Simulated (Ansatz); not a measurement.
Generalised stacking fault of SrO (rock salt) on the {100} plane. The cell below holds the perfect crystal with the plane normal along z; tilting its third vector by the shift puts one fault into each cell, between planes 2.60 Å apart, at fixed cell height.

```xyz
6
Lattice="3.6734 0.0000 0.0000 0.0000 3.6734 0.0000 1.8367 1.8367 7.7925" Properties=species:S:1:pos:R:3 pbc="T T T"
O      1.5306     1.5306     6.4938
O      1.5306     1.5306     1.2988
O      3.3673     3.3673     3.8963
Sr     3.3673     3.3673     1.2988
Sr     1.5306     1.5306     3.8963
Sr     3.3673     3.3673     6.4938
```

In-plane vectors a = (3.673, 0.000) Å, b = (0.000, 3.673) Å, area 13.49 Å². The shift is s times the vector a (length 3.673 Å), so s = 1 restores the start. The shift is rigid: no atom relaxes. γ = [E(shift) − E(0)] / area.

The numbers are results of PBE (plane waves to 420 eV, PAW, scalar-relativistic; Ansatz, an electronic-structure program), not measurements. k mesh 8×8×8 (Γ-centred), Fermi-Dirac smearing 0.05 eV. E is the zero-smearing estimate. Stress and pressure are positive under compression. Faults lie only 7.8 Å apart, and holding the cell height and the atoms raises γ above its relaxed value. SrO was relaxed with its symmetry unable to fall. The zero of γ is zero shift.

Q: Estimate the γ (mJ/m²) and σ normal to the fault (GPa) for s = 0.333, 0.417, 0.500, 0.667, 0.833.

A: 
```json
[
 {"s": "0.333", "γ (mJ/m²)": "1050", "σ normal to the fault (GPa)": "1.2"},
 {"s": "0.417", "γ (mJ/m²)": "1308", "σ normal to the fault (GPa)": "1.7"},
 {"s": "0.500", "γ (mJ/m²)": "1402", "σ normal to the fault (GPa)": "1.9"},
 {"s": "0.667", "γ (mJ/m²)": "1050", "σ normal to the fault (GPa)": "1.2"},
 {"s": "0.833", "γ (mJ/m²)": "346", "σ normal to the fault (GPa)": "0.2"}
]
```

(The slope of γ gives the shear force per area between the displaced halves; near zero shift its curvature is an elastic stiffness.)
